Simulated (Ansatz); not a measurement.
NaCl (rock salt, Fm-3m), plane-wave PAW PBE (Ansatz code). The conduction-band minimum lies at Γ, with 1 equivalent valley. Second derivatives d²E/dk² of the lowest band at one valley (eV·Å²), along Cartesian directions:

```tsv
direction	d²E/dk²
[100]	18.93
[010]	18.93
[001]	18.93
[110]	18.93
[101]	18.93
[011]	18.93
```

Question: Find the principal effective masses, the density-of-states mass and the conductivity mass.

Answer: Off-diagonal terms follow from H_xy = H[110] − (H_xx + H_yy)/2, and m*/mₑ = 7.620 eV·Å² over each eigenvalue: 0.40, 0.40, 0.40. One valley's DOS mass (m₁m₂m₃)^(1/3) = 0.40, conductivity mass 3/(Σ 1/mᵢ) = 0.40 mₑ.

Question: What effective density of states Nc follows at 300 K for parabolic valleys?

Answer: Nc = 2.509e19 × 1 × (0.40)^(3/2) ≈ 6.3e18 cm⁻³.

Symmetry was held in the PBE relaxation.

Potentials: the earlier of the program's two PAW sets.

Edges and masses are those of Kohn–Sham bands, whose gap is no quasiparticle gap.
